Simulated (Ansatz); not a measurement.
Computed with Ansatz 0.2.0, DFT PBE, scalar-relativistic, plane waves, PAW. Settings: cutoff 420 eV, Γ-centred meshes spaced at most about 0.3 Å⁻¹, and about 0.25 Å⁻¹ or finer for metals (2π included), Gaussian smearing. No spin polarisation in the final relaxations.

These are static total energies at zero pressure.

Compare these two cells of Al2B2As, each relaxed at this level.

1.

```xyz
5
Lattice="3.2291 0.0000 0.0000 -1.6146 2.7965 0.0000 0.0000 0.0000 7.9693" Properties=species:S:1:pos:R:3 pbc="T T T"
Al    0.0000    1.8643    5.3066
Al    0.0000    1.8643    2.6628
B     1.6146    0.9322    1.3557
B     1.6146    0.9322    6.6137
As    0.0000    1.8643    0.0000
```

2.

```xyz
5
Lattice="2.7587 0.0000 0.0000 -1.3793 2.3891 0.0000 0.0000 0.0000 11.4567" Properties=species:S:1:pos:R:3 pbc="T T T"
Al    0.0000    0.0000    2.7632
Al    0.0000    0.0000    8.6935
B     0.0000    0.0000    6.5305
B     0.0000    0.0000    4.9262
As    0.0000    0.0000    0.0000
```

Question: Which is lower in energy, and by how much?

Answer: Cell 1 is lower, by 110 meV/atom. Cell 1 has space group P-6m2 (No. 187), 14.4 Å³/atom and no gap on its mesh; cell 2 has space group P6/mmm (No. 191), 15.1 Å³/atom and no gap. Counting As or B atoms around Al (for each partner element, those within 1.25 times its shortest distance or 1.15 times the sum of covalent radii, where it is the nearest in units of that sum or under 1.3), cell 1 has Al 4 and cell 2 has Al 2. Cell 2 holds B–B pairs (shortest 1.60 Å); in cell 1 the shortest B–B distance is 2.71 Å. The denser one is the lower, and pressure would at first widen the difference. Even the lower one lies +0.73 eV/atom against the reference forms of the elements (uncorrected), so neither is stable at this level. In cell 1, Al is surrounded by 3 B at 2.28 Å, 1 Al at 2.64 Å and 1 As at 2.66 Å; B is surrounded by 3 Al at 2.28 Å, 3 As at 2.31 Å and 1 B at 2.71 Å; around As lie 6 B at 2.31 Å and 2 Al at 2.66 Å. In cell 2, around Al lie 1 B at 2.16 Å, 6 Al at 2.76 Å and 1 As at 2.76 Å; B has 1 B at 1.60 Å and 1 Al at 2.16 Å; As has 6 As at 2.76 Å and 2 Al at 2.76 Å. Both come from invented guesses. A third cell relaxed alike, in Cmmm, lies 0.48 eV/atom below the lower of the two.

A magnetic state wasn't ruled out in cells without spin, among them P-6m2, P6/mmm. Cells relaxed within their symmetry can be saddle points.
